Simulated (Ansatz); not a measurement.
## What DFT gives for TiTl2Ag

```yaml
crystal:
  lattice:
    - [4.27787, 0.00000, 0.00000]
    - [0.00000, 4.27787, 0.00000]
    - [0.00000, 0.00000, 4.18510]
  atoms:
    - { symbol: Ag, position: [0.00000, 0.00000, 0.00000] }
    - { symbol: Tl, position: [0.00000, 0.50000, 0.50000] }
    - { symbol: Tl, position: [0.50000, 0.00000, 0.50000] }
    - { symbol: Ti, position: [0.50000, 0.50000, 0.00000] }
```

Single point in Ansatz 0.2.0 with r2SCAN, no spin polarisation. Cutoff 500 eV, PAW datasets, 6×6×6 Γ-centred k mesh, tetrahedron filling.

Task: What does the stress say?

Result: The pressure is 6.9 GPa (compression positive), so with the atoms held at these fractions the cell would first expand. The principal stresses 3.5, 8.6, 8.6 GPa differ, so its shape would change too.

Task: Is it stable against the elements?

Result: 0.19 eV an atom against the elements' usual phases (free molecules for gases, crystals otherwise, with no correction for O₂ or N₂), so at this geometry it isn't bound against them. Relaxing would lower it.

Task: How is the charge shared?

Result: Bader charges in e: Ti +1.24, Tl -0.43, Ag -0.39. In the mean Ti gives up most and Tl takes most.

Task: Is there a gap?

Result: It is a metal, with about 1.8 states/eV a cell as the mean within 0.25 eV of the Fermi level, mostly Ti d (74 %) and Tl p (14 %).

Origin: a known structure type with other elements, at an estimated volume, so it need not be a known compound. Caveats: empty levels are not fully converged; forces and stress under tetrahedra may miss the slope of the energy.
